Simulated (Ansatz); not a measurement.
A generated cell, not matched to a known phase here, of TiS2: Cmcm (No. 63), oS12; a = 3.2500 Å, b = 12.1524 Å, c = 4.3996 Å, α = β = γ = 90.00°; S 4c (0.000, 0.054, 0.250); S 4c (0.000, 0.733, 0.250); Ti 4c (0.000, 0.386, 0.250). These are PBEsol (plane waves to 420 eV, PAW, scalar-relativistic; Ansatz, a quantum-chemistry and plane-wave program) values and carry that method's errors. Element references, the lowest calculated here: S (Fddd), Ti (P6₃/mmc).

Problem. What is the computed formation energy of this Cmcm form of TiS2 from the elements (PBEsol)?

Solution. -0.85 eV/atom.

A lower structure of this composition may exist. Known forms of TiS2 include space group No. 164.

Static energies, no anion corrections, no zero-point energy. Values are rounded to 0.01 eV/atom. Not shown to be the ambient phase of their composition (a lower form may be missing, and a cell relaxed within its start's symmetry can be a saddle point): TiS2 (Cmcm). The compounds carry no spin polarisation.
